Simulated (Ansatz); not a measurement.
Ag, DFT, LDA, all-electron LAPW, scalar-relativistic (Ansatz 0.2.0), run on 1 thread of Arm Neoverse V1 on a shared host.

The cell comes from COD entry 9008459, which wasn't checked; take it as a given geometry. The listed cell was then made from it by scaling, straining or moving an atom.

Command: `ansatz run input.yaml --threads 1 --pin off --max-ram 3072MiB --backend cpu --events-out ev --progress --plain --runs-dir out`

```yaml
crystal:
  lattice:
    - [0.0, 2.0224612152, 2.0224612152]
    - [2.0224612152, 0.0, 2.0224612152]
    - [2.0224612152, 2.0224612152, 0.0]
  atoms:
    - { symbol: Ag, position: [0.0, 0.0, 0.0] }
kpoints:
  mp_grid: { grid: [15, 15, 15] }
scf:
  occupations: { method: fermi_dirac, width: 0.05 }
hamiltonian:
  xc: lda
  pseudopotentials: { kind: all_electron, lapw: { basis_error: 0.001 } }
output:
  forces: true
  stress: true
  eigenvalues: true
```

(1) How large is the problem that the program sets up?

(2) About how long does it take, and how much memory does it use?

Answers

(1) 120 irreducible k-points, 137 plane waves at Γ, 14 bands.

(2) 8.4 s of wall time for 6 SCF iterations, with a peak of 0.29 GiB. Times on shared machines scatter by tens of per cent.
